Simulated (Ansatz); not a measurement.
**KMgH3N2: field gradients against cell size**

Reference cell: a COD entry whose atoms were relaxed with r2SCAN, the cell held.

Space group Pnma (No. 62); a = 9.3497, b = 3.6631, c = 9.8901 Å.

```csv
site,Wyckoff,site symmetry,x,y,z
K,4c,.m.,0.2353,0.7500,0.1706
Mg,4c,.m.,0.0385,0.2500,0.3971
H9,4c,.m.,0.2344,0.7500,0.4598
H13,8d,1,0.4538,0.0338,0.3613
N21,4c,.m.,0.1252,0.7500,0.4581
N25,4c,.m.,0.4912,0.2500,0.3072
```

One atom of each set is listed.

Computed with Ansatz: DFT, r2SCAN, plane waves and PAW, scalar-relativistic, 500 eV cutoff, Γ-centred 3×8×3 k-points, Fermi–Dirac smearing 0.02 eV.

The cell is scaled uniformly, and the ions relax again at each size. Five of the sites with a gradient are followed.

Problem. How do the gradients (10²¹ V/m²) respond?

Solution. 

```
V/V₀    K V_zz (η)  Mg V_zz (η)  H9 V_zz (η)  H13 V_zz (η)  N21 V_zz (η)
0.97  -2.02 (0.93)  1.30 (0.52)  3.98 (0.01)   3.92 (0.12)   6.13 (0.02)
1.00  -1.93 (0.97)  1.28 (0.51)  3.98 (0.01)   3.91 (0.12)   6.03 (0.01)
1.04   1.81 (0.99)  1.25 (0.49)  3.95 (0.01)   3.91 (0.12)   5.92 (0.05)
1.06   1.76 (0.96)  1.25 (0.48)  3.94 (0.00)   3.91 (0.12)   5.85 (0.07)
```

Logarithmic slopes d ln|V_zz|/d ln V over the series, for the sites that change steadily: Mg -0.4, H9 -0.1, H13 0.0, N21 -0.5. Point charges on a uniformly scaled lattice would give −1; atoms that shift within the cell as it changes, and charge that moves in the bonds, make the difference.

On some sites the largest principal value moves to another axis along the series, and the sign of V_zz can flip with it.
